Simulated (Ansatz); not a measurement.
HfO2 (fluorite)

```yaml
crystal:
  lattice:
    - [0.00000, 2.52190, 2.52190]
    - [2.52190, 0.00000, 2.52190]
    - [2.52190, 2.52190, 0.00000]
  atoms:
    - { symbol: Hf, position: [0.00000, 0.00000, 0.00000] }
    - { symbol: O, position: [0.25000, 0.25000, 0.25000] }
    - { symbol: O, position: [0.75000, 0.75000, 0.75000] }
```

The slice is a {110} plane (indices of the conventional cell) through the point (0.000, 0.000, 0.000) (fractional), spanned by u = [100] and v = [1 -1 -1] in vectors of this cell: u (3.57 Å) and v (5.04 Å, at 90° to u). It covers one period; positions are fractions (u, v).

The numbers are results of PBEsol (plane waves to 420 eV, PAW, scalar-relativistic; Ansatz, a program for electronic structure), not measurements. k mesh 11×11×11. These are valence fields of a PAW run, semicore shells included where kept as valence: close to a nucleus they are smooth pseudo fields. HfO2 is run without spin polarisation. HfO2 was relaxed with its symmetry unable to fall. Spin-orbit coupling is left out, though Hf is heavy. This is a high-temperature form of HfO2.

Q: Around which element is the density of the highest valence band (whole band, smooth part) largest on this plane?

A: O. Mean over a disc round each atom, of radius 0.45 times the shortest bond: O 0.171, Hf 0.016 e/Å³.

Q: Around which element is the density of the lowest conduction band (whole band as if filled, smooth part) largest on this plane?

A: Hf. Mean over a disc round each atom, of radius 0.45 times the shortest bond: Hf 0.146, O 0.031 e/Å³.

Q: What is the ELF at the density minimum of the shortest Hf–O line in this plane (2.18 Å)?

A: 0.2.

Q: Predict the map of the valence electron density on the slice.

A: 
```
|9999998877665533333333333333333333556677889999|
|9999888877554433333333333333333333445577888899|
|8888887766554444444444444444444444445566778888|
|7777776655444444445555555555554444444455667777|
|6666555544444444556666666666665544444444555566|
|4444444433334455556677777777665555443333444444|
|3333333333334455667777777777776655443333333333|
|2222222233334455667777777777776655443333222222|
|1111112222334455667777777777776655443322221111|
|1111112222334444556677777777665544443322221111|
|1111111122223344555566666666555544332222111111|
|0000111111223333445555555555554433332211111100|
|0000001111222233334444444444443333222211110000|
|0000000011112222333333333333333322221111000000|
|0000000000111122222233333333222222111100000000|
|0000000000111122222222333322222222111100000000|
|0000000000111122222233333333222222111100000000|
|0000000011112222333333333333333322221111000000|
|0000001111222233334444444444443333222211110000|
|0000111111223333445555555555554433332211111100|
|1111111122223344555566666666555544332222111111|
|1111112222334444556677777777665544443322221111|
|1111112222334455667777777777776655443322221111|
|2222222233334455667777777777776655443333222222|
|3333333333334455667777777777776655443333333333|
|4444444433334455556677777777665555443333444444|
|6666555544444444556666666666665544444444555566|
|7777776655444444445555555555554444444455667777|
|8888887766554444444444444444444444445566778888|
|9999888877554433333333333333333333445577888899|
|9999998877665533333333333333333333556677889999|
|9999998877665533333333333333333333556677889999|
```
Scale: ten equal steps from -1.62 (start of '0') to 1.55 (end of '9'), in the order '0123456789'. Values: log₁₀ of the valence density in e/Å³. The map has 23 points along u (two characters each, u = 0 at the left) and 32 along v (v = 0 in the bottom row). The scale is logarithmic, as a density can span decades between atoms and voids.
